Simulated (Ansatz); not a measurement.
A surface is cut from this relaxed crystal of Ag:

Space group P6_3/mmc (No. 194). a = 2.867 Å, b = 2.867 Å, c = 4.691 Å, α = 90.00°, β = 90.00°, γ = 120.00°
```json
{"atom": "Ag", "site": "2c", "symmetry": "-6m2", "x": "0.3333", "y": "0.6667", "z": "0.2500"}
```

Miller indices refer to the conventional cell of P6_3/mmc (No. 194), a = 2.867 Å, b = 2.867 Å, c = 4.691 Å, α = 90.00°, β = 90.00°, γ = 120.00°.

The (100) slab of 10 planes, 11.6 Å thick with 15 Å of vacuum as cut; outer planes Ag (top) and Ag (bottom).

All numbers below come from DFT PBEsol, scalar-relativistic, plane waves, PAW in Ansatz 0.2.0. Plane waves to 420 eV, a k mesh through Γ of 12×8×1 on the computed 10-atom cell and Gaussian smearing (0.10 eV); no spin polarisation. The cell repeats along c with a dipole correction in the vacuum.

Results for the relaxed slab:

| Quantity | Value |
| --- | --- |
| Surface energy (mean of both faces) | 1.30 J/m² |
| Work function | 4.09 eV |

Relaxation lowers the energy by 0.045 J/m² a face; the largest move is 0.134 Å.

| plane (bottom to top) | atoms | spacing to next, bulk (Å) | relaxed (Å) | change (%) |
| --- | --- | --- | --- | --- |
| 1 | Ag | 1.655 | 1.496 | -9.6 |
| 2 | Ag | 0.828 | 0.882 | +6.6 |
| 3 | Ag | 1.655 | 1.619 | -2.2 |
| 4 | Ag | 0.828 | 0.846 | +2.2 |
| 5 | Ag | 1.655 | 1.634 | -1.3 |
| 6 | Ag | 0.828 | 0.846 | +2.2 |
| 7 | Ag | 1.655 | 1.619 | -2.2 |
| 8 | Ag | 0.828 | 0.882 | +6.6 |
| 9 | Ag | 1.655 | 1.496 | -9.6 |
| 10 | Ag |  |  |  |

The reference crystal is a form of Ag, which isn't its usual structure.